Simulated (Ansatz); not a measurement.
Relaxed-ion elastic tensor of ZrS (rock salt, Fm-3m) in GPa (Voigt order), DFT-LDA in the program Ansatz with PAW potentials; density 6.05 g/cm³, 16.91 Å³ per atom.

```
 374  47.3  47.3   0.0   0.0   0.0
47.3   374  47.3   0.0   0.0   0.0
47.3  47.3   374   0.0   0.0   0.0
 0.0   0.0   0.0  31.3   0.0   0.0
 0.0   0.0   0.0   0.0  31.3   0.0
 0.0   0.0   0.0   0.0   0.0  31.3
```

Is the crystal mechanically stable?

Yes: the smallest eigenvalue of C is 31.3 GPa.

Work out the Voigt, Reuss and Hill averages.

K_V = 156, K_R = 156, K_H = 156; G_V = 84.1, G_R = 46.2, G_H = 65.2 GPa.

Give Young's modulus, Poisson's ratio, Pugh's ratio and the universal anisotropy index.

E = 9KG/(3K + G) = 172 GPa; ν = 0.32; K/G = 2.40 (ductile by the Pugh limit of 1.75); A_U = 5G_V/G_R + K_V/K_R − 6 = 4.10.

Estimate the sound speeds and the Debye temperature.

v_l = √((K + 4G/3)/ρ) = 6340 m/s, v_t = √(G/ρ) = 3280 m/s, mean 3670 m/s; Θ = (h/k)(3n/4πV)^(1/3) v_m = 426 K.

Give the Zener ratio and Young's modulus along [100], [110] and [111].

A = 2C44/(C11 − C12) = 0.19; 1/E = S11 − 2(S11 − S12 − S44/2)Γ with Γ = 0, 1/4, 1/3 gives 363, 108, 87.9 GPa.

The workflow started from an entry of the Crystallography Open Database (COD), which files this formula under 2 space groups. Its standing as an ambient phase is unchecked. Symmetry was held in the LDA relaxation; of distortions, only those at the zone centre were tested. No spin polarisation was allowed. As this level gives no gap, shear constants depend on the k-mesh and smearing (Fermi–Dirac, 0.1 eV here).

Potentials: the later of the program's two PAW sets.
